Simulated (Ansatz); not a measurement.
Simulated powder pattern, Fe Kα, λ = 1.93735 Å (kinematic, ideal powder, no thermal factors, no anomalous dispersion; the 30 strongest lines at most, above 1 %, up to 2θ = 90°):

| 2θ (°) | I/Imax (%) |
|---|---|
| 32.05 | 100 |
| 53.59 | 77 |
| 63.82 | 47 |
| 79.21 | 13 |
| 88.01 | 22 |

The pattern belongs to a structure relaxed with r²SCAN (plane waves, PAW; program Ansatz).

**Question.** Which compound is it?
A. Zr, diamond
B. Au, diamond
C. Be, diamond
D. Bi, diamond

**Answer.** B, Au, diamond

**Question.** Give the lattice parameters.

**Answer.** a = 6.078 Å.

Space group Fd-3m (diamond). The start of the workflow was typed in or built on a structure type; neither database checked (COD, Materials Project) lists it. It is not the phase usual at ambient conditions (space group No. 225). The cell was relaxed with r²SCAN under the symmetry of its start. At this level the phase is mechanically unstable. Scalar-relativistic: spin–orbit coupling is off unless named, which matters more the heavier the elements.

Potentials: the earlier of the program's two PAW sets.
